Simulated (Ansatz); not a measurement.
Ga (space group Cmce)

```
CELL_PARAMETERS angstrom
      2.21276    -3.74268     0.00000
      2.21276     3.74268     0.00000
      0.00000     0.00000     4.43541
ATOMIC_POSITIONS crystal
  Ga 0.15603 0.84397 0.91522
  Ga 0.84397 0.15603 0.08478
  Ga 0.34397 0.65603 0.41522
  Ga 0.65603 0.34397 0.58478
```

Level of theory: LDA (plane waves to 420 eV, PAW, scalar-relativistic; Ansatz, a quantum-chemistry and plane-wave program). DFPT wavenumbers on a 12×12×12 k mesh, in cm⁻¹ and rounded to 5; i marks imaginary ones, q is in fractions of the reciprocal vectors of the cell shown, and the three acoustic modes at Γ are left out. The program warned that its band solver left a few bands short of their tolerance. Ga was relaxed with its symmetry unable to fall.

Q: Does any mode at Γ, S = (0.5, 0.0, 0.0), Y = (0.5, 0.5, 0.0), Z = (0.0, 0.0, 0.5) come out imaginary?

A: No imaginary mode at these points (lowest 40 cm⁻¹ at Y = (0.5, 0.5, 0.0)); other wave vectors were not tested.

Q: List the wavenumbers at Γ, S = (0.5, 0.0, 0.0), Y = (0.5, 0.5, 0.0), Z = (0.0, 0.0, 0.5), with degeneracies.

A: 
| q | wavenumbers (cm⁻¹) |
|---|---|
| Γ | 55, 100, 100, 115, 160, 190, 195, 215, 245 |
| S = (0.5, 0.0, 0.0) | 60 (×2), 85 (×2), 100 (×2), 150 (×2), 190 (×2), 230 (×2) |
| Y = (0.5, 0.5, 0.0) | 40, 40, 75, 85, 100, 100, 150, 165, 175, 195, 220, 235 |
| Z = (0.0, 0.0, 0.5) | 55 (×2), 60 (×2), 130 (×2), 145 (×2), 165 (×2), 235 (×2) |
